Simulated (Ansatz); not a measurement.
# ZrOs (Pm-3m): the size of the finite step

```xyz
2
Lattice="3.2469 0.0000 0.0000 0.0000 3.2469 0.0000 0.0000 0.0000 3.2469" Properties=species:S:1:pos:R:3 pbc="T T T"
Zr    1.6235    1.6235    1.6235
Os    0.0000    0.0000    0.0000
```

Unless marked otherwise, the numbers come from PBEsol, PAW on Ansatz 0.2.0's default frozen-core files (fitted under PBE), scalar-relativistic. k mesh 14×14×14, strains of ±0.005, Fermi-Dirac smearing of 0.100 eV, cutoff 420 eV. The cell was relaxed by PAW under this functional.

Problem. Elastic constants come from stresses at strains of ±0.005 (two-point stencil): C11 = 397.3, C12 = 139.5, C44 = 95.8 GPa. What does an amplitude of 0.08 give?

Solution. C11 = 390.1, C12 = 152.0, C44 = 98.1 GPa. A large step picks up anharmonic terms.

Caveats: frozen-core PAW files fitted under PBE, their cores solved anew for the functional of the run; responses of metals move with mesh and smearing; no spin-orbit coupling on heavy atoms.
